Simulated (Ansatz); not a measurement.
**rocksalt-structured TiN**

The computed numbers are results of r²SCAN, scalar-relativistic (collinear spin) in the plane-wave PAW code Ansatz at 500 eV, Γ-centred 14×14×14 mesh, 0.05 eV Gaussian smearing; PAW files: Ansatz's generated set soft_2.

```
CELL_PARAMETERS angstrom
0.00000 2.11626 2.11626
2.11626 0.00000 2.11626
2.11626 2.11626 0.00000
ATOMIC_POSITIONS crystal
Ti 0.50000 0.50000 0.50000
N 0.00000 0.00000 0.00000
```

The start was a prototype's sites filled with these elements; the Crystallography Open Database holds the compound in this structure.

Magnetic state: non-magnetic, site spin moments none.

The cell is relaxed to zero pressure at this level.

Path: Γ–X–U | K–Γ–L–W–X, with Γ = (0.000, 0.000, 0.000), X = (0.500, 0.000, 0.500), U = (0.625, 0.250, 0.625), K = (0.375, 0.375, 0.750), L = (0.500, 0.500, 0.500), W = (0.500, 0.250, 0.750) in reciprocal vectors of the calculation's cell.

Problem. Is it a metal or an insulator, and if it has a gap, where are the band edges on this path?

Solution. A metal: bands cross the Fermi level.

Levels between -3 and 5 eV from the Fermi level at the path's named points (both spins alike):
| point | below E_F (eV) | above E_F (eV) |
| --- | --- | --- |
| Γ | -2.38 -2.38 -2.38 -0.64 -0.64 -0.64 | 0.61 0.61 |
| X |  | 1.70 2.43 2.43 3.75 |
| U and K | -0.49 | 2.02 2.37 3.73 3.90 |
| L |  | 1.73 1.73 2.44 |
| W |  | 0.94 0.94 2.44 3.24 4.05 |

With 17 valence electrons in the calculation's cell and no magnetic order, the bands, two electrons each, can't all be full or empty: band theory demands a metal. (Only strong correlation, outside this picture, could make a Mott insulator of it.)
